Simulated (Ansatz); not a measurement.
The relaxed structure here is a generated cell of TiAl3: the first start was made by placing the elements on the sites of a structure type, and the end was not matched to a known phase here, so it may be hypothetical. Known forms of TiAl3 include space group No. 139.

A relaxed cell of TiAl3 (Im-3m (No. 229)), relaxed on a k-mesh at least as fine as the one used below. Calculation: r2SCAN (plane waves to 500 eV, PAW, scalar-relativistic; Ansatz, a first-principles code). Γ-centred k-mesh 5×9×9 on the run's cell (coarser than for final values), Fermi–Dirac smearing 0.05 eV.

```yaml
crystal:
  lattice:
    - [-5.40613, 5.40613, 5.40613]
    - [2.70306, -2.70306, 2.70306]
    - [2.70306, 2.70306, -2.70306]
  atoms:
    - { symbol: Al, position: [0.00000, 0.50000, 0.50000] }
    - { symbol: Al, position: [0.50000, 0.50000, 0.50000] }
    - { symbol: Al, position: [0.25000, 0.50000, 0.00000] }
    - { symbol: Al, position: [0.75000, 0.50000, 0.00000] }
    - { symbol: Al, position: [0.25000, 0.00000, 0.50000] }
    - { symbol: Al, position: [0.75000, 0.00000, 0.50000] }
    - { symbol: Ti, position: [0.00000, 0.00000, 0.00000] }
    - { symbol: Ti, position: [0.50000, 0.00000, 0.00000] }
```

The atoms are displaced by (Å):

```csv
atom,ux,uy,uz
Al1,-0.074,-0.040,0.020
Al2,-0.168,0.004,0.034
Al3,0.008,-0.006,0.061
Al4,-0.189,-0.111,0.004
Al5,-0.065,0.020,-0.061
Al6,-0.093,-0.020,-0.145
Ti7,-0.052,0.167,-0.082
Ti8,-0.044,-0.035,-0.052
```

Problem. What forces (eV/Å) and pressure result?

Solution. 
```tsv
atom	Fx	Fy	Fz
Al1	0.19	-0.31	-0.46
Al2	0.85	-0.52	-0.90
Al3	-0.23	-0.16	-0.85
Al4	0.31	0.23	-0.37
Al5	0.46	0.60	0.39
Al6	-0.58	0.56	0.82
Ti7	-0.05	-0.76	0.67
Ti8	-0.95	0.36	0.70
```

Pressure +0.8 GPa.

Problem. Estimate the energy cost of the displacement in the harmonic approximation and compare with the calculation.

Solution. For a harmonic well ΔE = −½ Σ F·u = 0.314 eV a cell, or 39 meV/atom. The calculated energy relative to the undisplaced cell is +0.04 eV/atom, so the harmonic estimate holds well.

The undisplaced cell is probably no minimum: from this displacement the run went on to I4/mmm (No. 139), 1.01 eV/atom below it.

No spin polarisation in the result.
